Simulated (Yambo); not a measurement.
Yambo run on AlN (zinc blende, space group F-43m, No. 216). The wavefunctions are norm-conserving PBEsol (Quantum ESPRESSO, 84 Ry, scalar-relativistic) ones on a 6×6×6 mesh (4 occupied bands); a = b = c = 3.0948 Å, α = β = γ = 60.00°.

Yambo input:

```
rim_cut
gw0
dyson
el_el_corr
HF_and_locXC
ppa
em1d
RandQpts= 1000000
RandGvec= 1 Ry
EXXRLvcs= 84 Ry
VXCRLvcs= 336 Ry
Chimod= "HARTREE"
% BndsRnXp
 1 | 38 |
%
NGsBlkXp= 14 Ry
% LongDrXp
 1.0 | 1.0 | 1.0 |
%
PPAPntXp= 27.2114 eV
% GbndRnge
 1 | 38 |
%
GTermKind= "BG"
DysSolver= "n"
ExtendOut
% QPkrange
 1 | 1 | 4 | 5 |
 13 | 13 | 5 | 5 |
%
```

k points by index: 1 = Γ, 13 = X.

The o-*.qp file then holds:

```
#    K-point    Band    Eo [eV]    E [eV]    E-Eo [eV]    Vxc [eV]    Vnlxc [eV]    Sc|Eo [eV]    Sc|E [eV]    dSc/dw|Eo [eV]    Re(Z)    Im(Z)
#
    1    4    0.000000    -0.907258    -0.907258    -16.76387    -20.82307    2.911963    3.151941    -7.196826    0.790838    -0.001205
    1    5    4.065877    4.688353    0.622476    -12.62530    -8.171901    -3.692634    -3.830920    -6.044314    0.818246    -0.001058
    13    5    3.185395    3.730189    0.544794    -9.410579    -5.107455    -3.653264    -3.758329    -5.246980    0.838346    -0.997189E-3
```
(The two width columns are left out.) Convergence of these settings isn't established.

Geometry relaxed with PBEsol.

This is not the ordinary phase of the substance; no match was found in the copy of COD used, and its stability was not checked.
